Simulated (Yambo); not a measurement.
Yambo run on MgS (rock salt, space group Fm-3m, No. 225). The wavefunctions come from this Quantum ESPRESSO step (PBE, PseudoDojo standard norm-conserving files, scalar-relativistic):

```
&CONTROL
  calculation = 'nscf'
  pseudo_dir = './pseudo'
  outdir = './out'
/
&SYSTEM
  ibrav = 0
  nat = 2
  ntyp = 2
  ecutwfc = 84.0
  ecutrho = 336.0
  occupations = 'fixed'
  force_symmorphic = .true.
  nbnd = 82
/
&ELECTRONS
  conv_thr = 2e-09
  diago_full_acc = .true.
  diago_thr_init = 1e-08
/
ATOMIC_SPECIES
Mg 24.3050 Mg.upf
S 32.0600 S.upf
CELL_PARAMETERS angstrom
  0.000000000000   2.604400000000   2.604400000000
  2.604400000000   0.000000000000   2.604400000000
  2.604400000000   2.604400000000   0.000000000000
ATOMIC_POSITIONS crystal
Mg   0.000000000000   0.000000000000   0.000000000000
S   0.500000000000   0.500000000000   0.500000000000
K_POINTS automatic
6 6 6 0 0 0
```

Yambo input:

```
rim_cut
gw0
dyson
el_el_corr
HF_and_locXC
ppa
em1d
RandQpts= 1000000
RandGvec= 1 Ry
EXXRLvcs= 84 Ry
VXCRLvcs= 336 Ry
Chimod= "HARTREE"
% BndsRnXp
 5 | 80 |
%
NGsBlkXp= 10 Ry
% LongDrXp
 1.0 | 1.0 | 1.0 |
%
PPAPntXp= 27.2114 eV
% GbndRnge
 1 | 80 |
%
GTermKind= "BG"
DysSolver= "n"
ExtendOut
% QPkrange
 1 | 1 | 8 | 9 |
 4 | 4 | 8 | 9 |
 13 | 13 | 8 | 9 |
%
```

k points by index: 1 = Γ, 4 = L, 13 = X.

Resulting energies as the program prints them:

```
#    K-point    Band    Eo [eV]    E [eV]    E-Eo [eV]    Vxc [eV]    Vnlxc [eV]    Sc|Eo [eV]    Sc|E [eV]    dSc/dw|Eo [eV]    Re(Z)    Im(Z)
#
    1    8    0.000000    -1.093296    -1.093296    -13.37019    -16.33331    1.568665    1.869827    -7.494993    0.784043    -0.001432
    1    9    3.687853    4.180661    0.492809    -10.97579    -6.526585    -3.842603    -3.956400    -6.282045    0.812437    -0.001305
    4    8    -0.579489    -1.715710    -1.136221    -12.94225    -16.13630    1.741802    2.057830    -7.567790    0.782402    -0.001458
    4    9    4.542798    5.001405    0.458607    -9.685707    -5.309992    -3.814873    -3.917108    -6.064539    0.817748    -0.001273
    13    8    -1.669795    -2.859810    -1.190015    -12.47261    -16.03511    2.034298    2.372486    -7.733228    0.778700    0.175459E-3
    13    9    2.778930    3.378416    0.599487    -10.38886    -6.243799    -3.413741    -3.545577    -5.983054    0.819755    -0.001306
```
(The two width columns are left out.) Convergence of these settings isn't established.

Geometry of the Materials Project entry, not relaxed at this level.
